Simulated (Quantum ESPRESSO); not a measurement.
## AlZnMgS3Cl (input and log of a self-consistent run)

Simulated, not a measurement. The program is pw.x of Quantum ESPRESSO 7.5 (plane-wave density functional theory). The cell is made up: 7 atoms on a zincblende/diamond lattice with one site empty, with randomly drawn elements, strain and displacements, not relaxed. PseudoDojo standard norm-conserving files (v0.5 for PBE, v0.4.1 for LDA and PBEsol) set the functional; there is no spin polarisation, spin-orbit coupling or dispersion term, and the masses in the input are unused placeholders.

Input:

```
&control calculation='scf', pseudo_dir='./dojo.nc.sr.pbe.v0_5.standard.upf', outdir='./o', disk_io='medium', tprnfor=.true., tstress=.true. /
&system ibrav=0, nat=7, ntyp=5, nbnd=35, ecutwfc=84.00895049, nosym=.true., tot_charge=0,
 occupations='smearing', smearing='fd', degauss=0.0018374661
/
&electrons conv_thr=7.350e-09, electron_maxstep=60, /
ATOMIC_SPECIES
Al 1.0 Al.upf
Cl 1.0 Cl.upf
Mg 1.0 Mg.upf
S 1.0 S.upf
Zn 1.0 Zn.upf
CELL_PARAMETERS angstrom
5.4806 0.0 0.0
0.0 5.4806 0.0
0.0 0.0 5.4806
ATOMIC_POSITIONS angstrom
Al -0.0026 -0.082 0.0022
Zn -0.1008 2.7817 2.7481
Mg 2.7566 2.776 -0.0327
S 1.4115 1.4428 1.3686
S 1.3453 4.0966 4.0303
Cl 4.1539 1.3988 4.1338
S 4.0563 4.1251 1.3289
K_POINTS automatic
4 4 4 1 1 1
```

The log is shortened where brackets say so; the opening notice, blank lines, dates and the lines on written files are dropped, and the path of the files is cut. It prints rydbergs, bohrs and kilobars, and counts compression as positive stress. With no partly filled state, the Fermi energy that it prints is only some level between the filled and the empty states on the mesh, and need not lie in the true gap.

```
     Program PWSCF v.7.5
     Parallel version (MPI & OpenMP), running on       1 processor cores
     Number of MPI processes:                 1
     Threads/MPI process:                     1
     [start-up lines left out]
     bravais-lattice index     =            0
     lattice parameter (alat)  =      10.3568  a.u.
     unit-cell volume          =    1110.9152 (a.u.)^3
     number of atoms/cell      =            7
     number of atomic types    =            5
     number of electrons       =        58.00
     number of Kohn-Sham states=           35
     kinetic-energy cutoff     =      84.0090  Ry
     charge density cutoff     =     336.0358  Ry
     scf convergence threshold =      7.3E-09
     mixing beta               =       0.7000
     number of iterations used =            8  plain     mixing
     Exchange-correlation= PBE
                           (   1   4   3   4   0   0   0)
     [axes and pseudopotential details left out]
   Cartesian axes
     site n.     atom                  positions (alat units)
         1        Al     tau(   1) = (  -0.0004744  -0.0149619   0.0004014  )
         2        Zn     tau(   2) = (  -0.0183921   0.5075539   0.5014232  )
         3        Mg     tau(   3) = (   0.5029741   0.5065139  -0.0059665  )
         4        S      tau(   4) = (   0.2575448   0.2632558   0.2497172  )
         5        S      tau(   5) = (   0.2454658   0.7474729   0.7353757  )
         6        Cl     tau(   6) = (   0.7579280   0.2552275   0.7542605  )
         7        S      tau(   7) = (   0.7401197   0.7526731   0.2424735  )
     number of k points=    32  Fermi-Dirac smearing, width (Ry)=  0.0018
                       cart. coord. in units 2pi/alat
        k(    1) = (   0.1250000   0.1250000   0.1250000), wk =   0.0625000
        k(    2) = (   0.1250000   0.1250000   0.3750000), wk =   0.0625000
     [further k points left out]
     Dense  grid:   115505 G-vectors     FFT dimensions: (  64,  64,  64)
     Estimated max dynamical RAM per process >     151.91 MB
     Initial potential from superposition of free atoms
     starting charge      57.9965, renormalised to      58.0000
     Starting wfcs are   35 randomized atomic wfcs
     total cpu time spent up to now is       15.6 secs
     per-process dynamical memory:   105.2 Mb
     Self-consistent Calculation
     iteration #  1     ecut=    84.01 Ry     beta= 0.70
     Davidson diagonalization with overlap
     ethr =  1.00E-02,  avg # of iterations =  4.3
     Threshold (ethr) on eigenvalues was too large:
     Diagonalizing with lowered threshold
     Davidson diagonalization with overlap
     ethr =  8.62E-04,  avg # of iterations =  1.0
     total cpu time spent up to now is       77.5 secs
     total energy              =    -640.65124935 Ry
     estimated scf accuracy    <       0.48605877 Ry
     iteration #  2     ecut=    84.01 Ry     beta= 0.70
     Davidson diagonalization with overlap
     ethr =  8.38E-04,  avg # of iterations =  4.4
     total cpu time spent up to now is      112.1 secs
     total energy              =    -640.76954651 Ry
     estimated scf accuracy    <       0.28333720 Ry
     iteration #  3     ecut=    84.01 Ry     beta= 0.70
     Davidson diagonalization with overlap
     ethr =  4.89E-04,  avg # of iterations =  2.0
     total cpu time spent up to now is      141.6 secs
     total energy              =    -640.83203886 Ry
     estimated scf accuracy    <       0.00780456 Ry
     iteration #  4     ecut=    84.01 Ry     beta= 0.70
     Davidson diagonalization with overlap
     c_bands:  1 eigenvalues not converged
     ethr =  1.35E-05,  avg # of iterations =  7.2
     total cpu time spent up to now is      179.7 secs
     total energy              =    -640.83400767 Ry
     estimated scf accuracy    <       0.00118996 Ry
     iteration #  5     ecut=    84.01 Ry     beta= 0.70
     Davidson diagonalization with overlap
     ethr =  2.05E-06,  avg # of iterations =  5.4
     total cpu time spent up to now is      216.2 secs
     total energy              =    -640.83423016 Ry
     estimated scf accuracy    <       0.00014017 Ry
     iteration #  6     ecut=    84.01 Ry     beta= 0.70
     Davidson diagonalization with overlap
     ethr =  2.42E-07,  avg # of iterations =  2.0
     total cpu time spent up to now is      243.1 secs
     total energy              =    -640.83426274 Ry
     estimated scf accuracy    <       0.00000825 Ry
     iteration #  7     ecut=    84.01 Ry     beta= 0.70
     Davidson diagonalization with overlap
     ethr =  1.42E-08,  avg # of iterations =  2.3
     total cpu time spent up to now is      275.4 secs
     total energy              =    -640.83426540 Ry
     estimated scf accuracy    <       0.00000105 Ry
     iteration #  8     ecut=    84.01 Ry     beta= 0.70
     Davidson diagonalization with overlap
     ethr =  1.82E-09,  avg # of iterations =  2.1
     total cpu time spent up to now is      310.5 secs
     total energy              =    -640.83426570 Ry
     estimated scf accuracy    <       0.00000007 Ry
     iteration #  9     ecut=    84.01 Ry     beta= 0.70
     Davidson diagonalization with overlap
     ethr =  1.22E-10,  avg # of iterations =  4.0
     total cpu time spent up to now is      342.3 secs
     total energy              =    -640.83426573 Ry
     estimated scf accuracy    <       0.00000002 Ry
     iteration # 10     ecut=    84.01 Ry     beta= 0.70
     Davidson diagonalization with overlap
     ethr =  3.98E-11,  avg # of iterations =  2.0
     total cpu time spent up to now is      369.1 secs
     End of self-consistent calculation
          k = 0.1250 0.1250 0.1250 ( 14444 PWs)   bands (ev):
  -121.1163 -75.3097 -75.2700 -75.2483 -70.6293 -37.4563 -37.4108 -37.3834
   -12.4538  -7.9772  -7.3192  -6.9628  -2.7139  -2.3675  -2.2188  -2.1343
    -2.0990  -1.6943  -1.1631  -0.1473   0.5300   0.9874   1.6816   1.7313
     2.0965   2.4181   2.5586   3.6499   3.9444   6.1433   7.4113   7.6433
     7.9253   8.1689   9.3590
     [levels at the other k points left out]
     the Fermi energy is     5.2581 ev
!    total energy              =    -640.83426574 Ry
     estimated scf accuracy    <          1.5E-09 Ry
     smearing contrib. (-TS)   =      -0.00000000 Ry
     internal energy E=F+TS    =    -640.83426574 Ry
     The total energy is F=E-TS. E is the sum of the following terms:
     one-electron contribution =    -573.64819535 Ry
     hartree contribution      =     295.41266227 Ry
     xc contribution           =     -90.80051597 Ry
     ewald contribution        =    -271.79821669 Ry
     convergence has been achieved in  10 iterations
     Forces acting on atoms (cartesian axes, Ry/au):
     atom    1 type  1   force =     0.05436808   -0.01215319    0.03505565
     atom    2 type  5   force =     0.04703505    0.02196115   -0.04394006
     atom    3 type  3   force =    -0.03313197    0.00636185    0.00299069
     atom    4 type  4   force =    -0.06189327   -0.05165105   -0.00832723
     atom    5 type  4   force =    -0.03762560    0.03888585    0.00865929
     atom    6 type  2   force =     0.00138858   -0.04496458    0.00027633
     atom    7 type  4   force =     0.02985914    0.04155997    0.00528533
     Total force =     0.156033     Total SCF correction =     0.000095
     Computing stress (Cartesian axis) and pressure
          total   stress  (Ry/bohr**3)                   (kbar)     P=      -10.65
  -0.00005627  -0.00000843  -0.00001340           -8.28       -1.24       -1.97
  -0.00000843  -0.00009132  -0.00012277           -1.24      -13.43      -18.06
  -0.00001340  -0.00012277  -0.00006952           -1.97      -18.06      -10.23
     init_run     :     11.46s CPU     15.52s WALL (       1 calls)
     electrons    :    329.89s CPU    353.53s WALL (       1 calls)
     forces       :      4.28s CPU      4.32s WALL (       1 calls)
     stress       :     14.74s CPU     14.84s WALL (       1 calls)
     [timing details left out]
     PWSCF        :   6m 0.60s CPU   6m29.18s WALL
     JOB DONE.
```

In other units: free energy -8718.994 eV for the cell, pressure -1.06 GPa, largest force component 1.591 eV/Å. A rerun of this cell at 1437 eV and a 6 x 6 x 6 mesh moved values by no more than 0.002 eV in energy, 0.02 GPa in stress and 0.002 eV/Å in force.